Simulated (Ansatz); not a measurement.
Ansatz (a program for electronic structure) input:

Ansatz 0.2 input:
```yaml
crystal:
  lattice:
    - [2.8141139081, 0.0, 0.0]
    - [-1.4070569541, 2.4370941336, 0.0]
    - [0.0, 0.0, 2.7353848635]
  atoms:
    - { symbol: Ag, position: [0.0, 0.0, 0.0] }
kpoints:
  mp_grid: { grid: [12, 12, 11] }
  band_path:
    path:
      - [[0.0, 0.0, 0.0], [0.5, 0.0, 0.0], [0.3333333333, 0.3333333333, 0.0], [0.0, 0.0, 0.0], [0.0, 0.0, 0.5], [0.5, 0.0, 0.5], [0.3333333333, 0.3333333333, 0.5], [0.0, 0.0, 0.5]]  # Γ-M-K-Γ-A-L-H-A
      - [[0.5, 0.0, 0.5], [0.5, 0.0, 0.0]]  # L-M
      - [[0.3333333333, 0.3333333333, 0.5], [0.3333333333, 0.3333333333, 0.0]]  # H-K
    npoints: 8
hamiltonian:
  xc: r2scan
  pseudopotentials: { kind: paw }
magnetization: { noncollinear: true, spin_orbit: true }
scf:
  n_extra_bands: 13
  convergence: { dr2_threshold: 0.0000000001 }
  occupations: { method: gaussian, width: 0.05 }
output: { eigenvalues: true }
```

Output (shortened):

```
Pseudopotentials: kind: paw_fr
Pseudopotential: Ag, paw_fr, valence charge 19
Functional definition: r2SCAN
non-collinear run that drives no moment, with spin-orbit …
Crystal: 1 atoms, lattice volume = 18.760 Å³
Basis set: ecut = 500 eV, 465 PW (Γ), exchange–correlation on 96×96×80 points (64 copies of the dense FFT grid, shifted against one another)
Bands: 32, of which v1, the nominal top of the filled ones, is band 19 counted from 1 (18 counted from 0)
Symmetry: 24 space group operations + 24 with time reversal
k-points: 114 of 1584
Projection manifold: j_resolved (fully-relativistic pseudo-atomic orbitals)
PAW frozen core: Ag, regenerated for the run's functional
Initial density: superposition of atomic densities (chi_scale 0.1, normalization cell)
Initial wavefunctions: pseudopotential atomic-orbital guess
Eigensolver: davidson
Functional: x = r2scan, c = r2scan; τ floored in thin density (d = 2e-4 eV/Å³)
iter 1 solved again at ethr=2.76e-3 eV; its pass at ethr=3.10e-3 eV (dr2=5.24e-1 eV) is discarded
SCF iter   1: F=—  HF=-7596.195916 eV  |F-HF|=—  |Δ(HF+E_count)|=         —  Δρ=5.16e-2  dr2=5.26e-1  dr2_τ=2.79e-3  dr2_m=0.00e0 (ungated)  ethr=2.76e-3  |M|=0.00e0 ∫|m|=0.00e0 μB  |m|>n=0.0e0 m-floor=0.0e0 τ_xc=0.0e0  β_m=0.30  ⟨swp⟩=2.1  Hψ=10592  notcnv=0
all-band conjugate gradients solve this SCF's bands
preconditioner: auto → none
SCF iter   2: F=—  HF=-7596.059640 eV  |F-HF|=—  |Δ(HF+E_count)|=   1.36e-1  Δρ=1.21e-2  dr2=2.43e-2  dr2_τ=1.42e-3  dr2_m=0.00e0 (ungated)  ethr=2.76e-3  |M|=0.00e0 ∫|m|=0.00e0 μB  |m|>n=0.0e0 m-floor=0.0e0 τ_xc=0.0e0  β_m=0.33  ⟨swp⟩=2.8  Hψ=3121  notcnv=0
SCF iter   3: F=—  HF=-7596.067288 eV  |F-HF|=—  |Δ(HF+E_count)|=   7.65e-3  Δρ=6.88e-3  dr2=4.97e-3  dr2_τ=1.53e-4  dr2_m=0.00e0 (ungated)  ethr=1.28e-4  |M|=0.00e0 ∫|m|=0.00e0 μB  |m|>n=0.0e0 m-floor=0.0e0 τ_xc=0.0e0  β_m=0.60  ⟨swp⟩=2.1  Hψ=2617  notcnv=0  defer=468
SCF iter   4: F=—  HF=-7596.069454 eV  |F-HF|=—  |Δ(HF+E_count)|=   2.17e-3  Δρ=1.84e-3  dr2=6.22e-4  dr2_τ=4.07e-6  dr2_m=0.00e0 (ungated)  ethr=2.62e-5  |M|=0.00e0 ∫|m|=0.00e0 μB  |m|>n=0.0e0 m-floor=0.0e0 τ_xc=0.0e0  β_m=0.80  ⟨swp⟩=2.1  Hψ=2689  notcnv=0  defer=468
SCF iter   5: F=—  HF=-7596.069292 eV  |F-HF|=—  |Δ(HF+E_count)|=   1.62e-4  Δρ=1.82e-4  dr2=4.37e-6  dr2_τ=8.06e-8  dr2_m=0.00e0 (ungated)  ethr=3.27e-6  |M|=0.00e0 ∫|m|=0.00e0 μB  |m|>n=0.0e0 m-floor=0.0e0 τ_xc=0.0e0  β_m=0.90  ⟨swp⟩=2.1  Hψ=2201  notcnv=0  defer=468
SCF iter   6: F=—  HF=-7596.069312 eV  |F-HF|=—  |Δ(HF+E_count)|=   2.01e-5  Δρ=1.15e-5  dr2=1.99e-8  dr2_τ=1.27e-9  dr2_m=0.00e0 (ungated)  ethr=2.30e-8  |M|=0.00e0 ∫|m|=0.00e0 μB  |m|>n=0.0e0 m-floor=0.0e0 τ_xc=0.0e0  β_m=0.90  ⟨swp⟩=2.0  Hψ=2595  notcnv=0  defer=468
SCF iter   7: F=—  HF=-7596.069303 eV  |F-HF|=—  |Δ(HF+E_count)|=   9.45e-6  Δρ=1.78e-6  dr2=4.87e-10  dr2_τ=6.45e-12  dr2_m=0.00e0 (ungated)  ethr=1.05e-10  |M|=0.00e0 ∫|m|=0.00e0 μB  |m|>n=0.0e0 m-floor=0.0e0 τ_xc=0.0e0  β_m=0.95  ⟨swp⟩=2.0  Hψ=2210  notcnv=0  defer=468
SCF iter   8: F=-7596.069303 eV  HF=-7596.069303 eV  |F-HF|=1.82e-12  |Δ(HF+E_count)|=  8.73e-11  Δρ=1.94e-7  dr2=5.76e-12  dr2_τ=1.24e-13  dr2_m=0.00e0 (ungated)  ethr=1.00e-12  |M|=0.00e0 ∫|m|=0.00e0 μB  |m|>n=0.0e0 m-floor=0.0e0 τ_xc=0.0e0  ⟨swp⟩=5.1  Hψ=5784  notcnv=0
SCF 1 converged in 8 iterations: F = -7596.069303 eV  dr2 = 5.76e-12
NSCF: frozen V_eff on 75 k-points
SCF converged after 8 iterations
Magnetization: |M| = 0.0000 μB,  M = (+0.0000, +0.0000, +0.0000) μB
Absolute magnetization: 0.0000 μB (∫|m|)
  site 0: m = (+0.0000, +0.0000, +0.0000) μB, |m| = 0.0000 μB  (R = 1.13 Å)
Free energy (F): -7596.069303 eV
Harris-Foulkes:  -7596.069303 eV  (|F-HF|=1.82e-12)
Internal energy: -7596.068797 eV  (E = F + TS)
E sigma→0 (E₀):  -7596.069050 eV
Entropy (-TS):   -0.000506 eV (-0.506 meV/atom)
Fermi energy:    15.310738 eV
--- Per-component energies (eV) ---
  E_band       = -291.377629
  E_kinetic    = 528.204888
  E_local      = -2401.124207  (includes V_loc(G=0)·N_el)
  E_nonlocal   = 79.686915
  E_hartree    = 1086.206138
  E_xc         = -178.282596
  E_vxc        = -262.711698  (∫ρ·V_xc dr)
  E_paw        = -3913.919847  (= ΣΔE_a)
  E_vpaw       = -426.808075  (= ΣTr[D̂ρ^β])
  E_aug_tail   = 0.000065  (compensation charges beyond the density's cutoff)
  E_vtau       = 18.962101  (kinetic-family band-sum trace: ∫τ·v_τ [+ j·A + Jᵃ·Aᵃ] dr)
  E_ewald      = -2796.330418
  E_core_change = -0.509735  (= ΣΔE_core)
  E_smearing   = -0.000506  (= −TS)
  E_closure    = 0.000000  (closes the sum)
  Σ components = -7596.069303   (vs F -7596.069303, Δ=0.00e0)
  [band-id]    e_kinetic+e_local+e_nonlocal+2·e_hartree+e_vxc+e_vpaw+e_augmentation_tail+e_vtau = -291.377737   (vs E_band -291.377629, Δ=-1.08e-4)
--- Band table (eV; the first three rows and the last of 114) ---
  k-point 0: bands = ["-79.2335", "-79.2335", "-45.2602", "-45.2602", "-40.2296", "-40.2296", "-40.2238", "-40.2238", "8.0503", "8.0503", "8.8699", "8.8699", "10.0937", "10.0937", "10.5634", "10.5634", "11.9642", "11.9642", "12.2272", "12.2272", "29.1194", "29.1194", "31.9767", "31.9767", "34.8700", "34.8700", "35.1234", "35.1234", "35.3493", "35.3493", "39.1628", "39.1628"]
  k-point 1: bands = ["-79.2324", "-79.2324", "-45.2633", "-45.2633", "-40.2334", "-40.2334", "-40.2284", "-40.2284", "8.1972", "8.1972", "9.0337", "9.0337", "10.1077", "10.1077", "10.5794", "10.5794", "11.8896", "11.8896", "12.1504", "12.1504", "27.5481", "27.5481", "32.1213", "32.1213", "35.2238", "35.2238", "35.7287", "35.7287", "36.8792", "36.8792", "39.0404", "39.0404"]
  k-point 2: bands = ["-79.2296", "-79.2296", "-45.2715", "-45.2715", "-40.2587", "-40.2587", "-40.2254", "-40.2254", "8.5089", "8.5089", "9.6228", "9.6228", "10.1451", "10.1451", "10.6226", "10.6226", "11.6966", "11.6966", "11.9504", "11.9504", "24.7883", "24.7883", "32.5462", "32.5462", "36.3024", "36.3024", "36.8279", "36.8279", "38.7056", "38.7056", "38.8269", "38.8269"]
  k-point 113: bands = ["-79.2008", "-79.2008", "-45.3560", "-45.3560", "-40.3655", "-40.3655", "-40.3504", "-40.3504", "9.5412", "9.5412", "9.7078", "9.7078", "10.6139", "10.6139", "10.9644", "10.9644", "12.5379", "12.5379", "22.2402", "22.2402", "23.7859", "23.7859", "24.0192", "24.0192", "26.9809", "26.9809", "27.2810", "27.2810", "27.3788", "27.3788", "45.1796", "45.1796"]
  band table: 32 of 32 bands, residual norms ≤ 1.0e-3 eV
```

Cost: roughly 40 core-seconds on shared cores.

Space group P6/mmm (simple hexagonal). The start of the workflow was typed in or built on a structure type; neither database checked (COD, Materials Project) lists it. It is not the phase usual at ambient conditions (space group No. 225). Symmetry was held in the r²SCAN relaxation. At this level the phase is mechanically unstable. The run is not spin-polarised. Axis ratios of metals converge slowly with the k-mesh, so a and c are less sure than the volume.

Potentials: the later of the program's two PAW sets.

Ansatz is a plane-wave DFT program.
